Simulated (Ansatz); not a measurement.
## MgMnV₄O₁₂: do the settings matter for the field gradients?

This input was run with Ansatz:

```yaml
crystal:
  lattice:
    - [6.0975734925, 0.0, 0.0]
    - [2.1153287807, 6.5498603356, 0.0]
    - [2.0023682099, 0.5499802887, 6.7303381469]
  atoms:
    - { symbol: Mg, position: [0.882076, 0.875729, 0.007693] }
    - { symbol: Mn, position: [0.284635, 0.92704, 0.085024], spin: 5.0 }
    - { symbol: V, position: [0.767619, 0.588179, 0.778373] }
    - { symbol: V, position: [0.267845, 0.777204, 0.609759] }
    - { symbol: V, position: [0.740357, 0.211348, 0.387825] }
    - { symbol: V, position: [0.221961, 0.399916, 0.220665] }
    - { symbol: O, position: [0.643724, 0.765667, 0.963739] }
    - { symbol: O, position: [0.811957, 0.359593, 0.889192] }
    - { symbol: O, position: [0.161721, 0.938882, 0.79829] }
    - { symbol: O, position: [0.551871, 0.617978, 0.637766] }
    - { symbol: O, position: [0.696586, 0.079677, 0.602945] }
    - { symbol: O, position: [0.053217, 0.635239, 0.647883] }
    - { symbol: O, position: [0.951968, 0.353906, 0.380346] }
    - { symbol: O, position: [0.308773, 0.901344, 0.382191] }
    - { symbol: O, position: [0.453768, 0.367381, 0.343868] }
    - { symbol: O, position: [0.885009, 0.040516, 0.205482] }
    - { symbol: O, position: [0.148149, 0.646805, 0.109422] }
    - { symbol: O, position: [0.319804, 0.226688, 0.051447] }
magnetization:
  spin_polarized: true
kpoints:
  mp_grid: { grid: [4, 3, 3] }
scf:
  occupations: { method: fermi_dirac, width: 0.3 }
hamiltonian:
  xc: pbe
  pseudopotentials: { kind: paw }
output:
  forces: true
  stress: true
  populations: true
  efg:
    quadrupole_moments_barn: { Mg: 0.1994, Mn: 0.33, V: -0.052, O: -0.02558 }
    contact_densities: true
```

```sh
ansatz run input.yaml --threads 2 --pin off --max-ram 5120MiB --backend cpu --events-out ev --progress --plain --runs-dir out
```

It converged. Of its output the block on the nuclei alone is shown, without the SCF iterations, energies, forces and stress (one atom of each set, the first 14 sets):

```
--- PAW observables at the nuclei: V_zz in 10²¹ V/m², potentials from the cell's mean, atoms counted from 1 ---
  atom   1  Mg V_zz =    -2.777278   η = 0.6032   by run symmetry: allowed   C_q = -13.3906 MHz
            electrostatic potential = -1099.223363 V   contact ρ = 7796.457652 e/Å³   contact ρ_s (e/Å³): all electrons +0.000315, valence +0.001197
  atom   2  Mn V_zz =    -0.961649   η = 0.5363   by run symmetry: allowed   C_q = -7.6733 MHz
            electrostatic potential = -3023.265365 V   contact ρ = 87779.695508 e/Å³   contact ρ_s (e/Å³): all electrons -4.120267, valence +4.988674
  atom   3  V  V_zz =    +4.295586   η = 0.9227   by run symmetry: allowed   C_q = -5.4011 MHz
            electrostatic potential = -2684.129213 V   contact ρ = 66017.006733 e/Å³   contact ρ_s (e/Å³): all electrons +0.002293, valence +0.099268
  atom   4  V  V_zz =    -4.506098   η = 0.4407   by run symmetry: allowed   C_q = +5.6658 MHz
            electrostatic potential = -2684.015693 V   contact ρ = 66017.666511 e/Å³   contact ρ_s (e/Å³): all electrons +0.000835, valence +0.184192
  atom   5  V  V_zz =    -4.302910   η = 0.6487   by run symmetry: allowed   C_q = +5.4103 MHz
            electrostatic potential = -2684.250754 V   contact ρ = 66017.343724 e/Å³   contact ρ_s (e/Å³): all electrons -0.011452, valence +0.078085
  atom   6  V  V_zz =    -2.731226   η = 0.9062   by run symmetry: allowed   C_q = +3.4341 MHz
            electrostatic potential = -2684.069665 V   contact ρ = 66017.866670 e/Å³   contact ρ_s (e/Å³): all electrons +0.007592, valence +0.196153
  atom   7  O  V_zz =    -5.919504   η = 0.5440   by run symmetry: allowed   C_q = +3.6613 MHz
            electrostatic potential = -618.728372 V   contact ρ = 2157.149274 e/Å³   contact ρ_s (e/Å³): all electrons +0.359688, valence +0.367421
  atom   8  O  V_zz =    -0.921976   η = 0.6033   by run symmetry: allowed   C_q = +0.5703 MHz
            electrostatic potential = -619.169510 V   contact ρ = 2162.185418 e/Å³   contact ρ_s (e/Å³): all electrons +0.000799, valence +0.002443
  atom   9  O  V_zz =    -4.037202   η = 0.6879   by run symmetry: allowed   C_q = +2.4971 MHz
            electrostatic potential = -618.891056 V   contact ρ = 2158.861590 e/Å³   contact ρ_s (e/Å³): all electrons +0.330408, valence +0.324597
  atom  10  O  V_zz =    +4.104425   η = 0.4376   by run symmetry: allowed   C_q = -2.5387 MHz
            electrostatic potential = -618.606491 V   contact ρ = 2158.352151 e/Å³   contact ρ_s (e/Å³): all electrons +0.003948, valence +0.005508
  atom  11  O  V_zz =    -1.428514   η = 0.6778   by run symmetry: allowed   C_q = +0.8836 MHz
            electrostatic potential = -619.348013 V   contact ρ = 2161.764024 e/Å³   contact ρ_s (e/Å³): all electrons +0.001896, valence +0.001686
  atom  12  O  V_zz =    +4.265217   η = 0.6512   by run symmetry: allowed   C_q = -2.6381 MHz
            electrostatic potential = -618.549482 V   contact ρ = 2158.114817 e/Å³   contact ρ_s (e/Å³): all electrons -0.001107, valence +0.001683
  atom  13  O  V_zz =    +4.076879   η = 0.1965   by run symmetry: allowed   C_q = -2.5216 MHz
            electrostatic potential = -618.723221 V   contact ρ = 2158.337832 e/Å³   contact ρ_s (e/Å³): all electrons +0.003613, valence +0.001505
  atom  14  O  V_zz =    +3.390368   η = 0.6733   by run symmetry: allowed   C_q = -2.0970 MHz
            electrostatic potential = -618.904000 V   contact ρ = 2159.587316 e/Å³   contact ρ_s (e/Å³): all electrons +0.480458, valence +0.477085
```

Problem. Can these gradients be trusted, and how do they compare with a run on standard settings?

Solution. Not as converged values. Against the standard input the change is `scf.occupations.width`: 0.02 → 0.3. A site carries the number of its first atom; V_zz in 10²¹ V/m².

```csv
site,atom,V_zz standard,η standard,V_zz here,η here
Mg,1,-2.77,0.60,-2.78,0.60
Mn,2,-1.16,0.67,-0.96,0.54
V3,3,4.43,0.96,4.30,0.92
V4,4,-4.70,0.41,-4.51,0.44
V6,6,-2.78,0.87,-2.73,0.91
O7,7,-6.00,0.49,-5.92,0.54
O8,8,-0.98,0.65,-0.92,0.60
O9,9,-4.13,0.60,-4.04,0.69
O14,14,3.15,0.79,3.39,0.67
O16,16,-5.84,0.45,-5.82,0.50
O17,17,-3.87,0.76,-3.87,0.82
O18,18,2.90,0.99,3.12,0.85
```

The largest change of V_zz is on O14, from 3.15 to 3.39. In per cent, |V_zz| changes by 0 on Mg, -17 on Mn, -4 to -2 on V, -6 to +8 on O (all sites that start above 0.5). The table leaves out 6 of the 18 sites, with |V_zz| up to 4.40; their tensors move by 0.13 at most along any direction. The statements above cover all sites. SCF iterations: 21 and 20. In the changed run the smearing of 0.30 eV is wide against a gap of 1.4 eV, so its values aren't converged ones.

On the reference run: At this cell the principal stresses reach 5 GPa in size with PBE, which can matter for small gradients. The largest force is 1.2 eV/Å, so the atoms aren't at the calculated equilibrium and relaxing them would move these values. All moments are parallel here, as the start or the cell imposes; many such compounds order antiparallel, where fields and spin densities carried over to other atoms largely cancel. The magnetic order is the one that the run reached from its start moments, not necessarily the measured one.
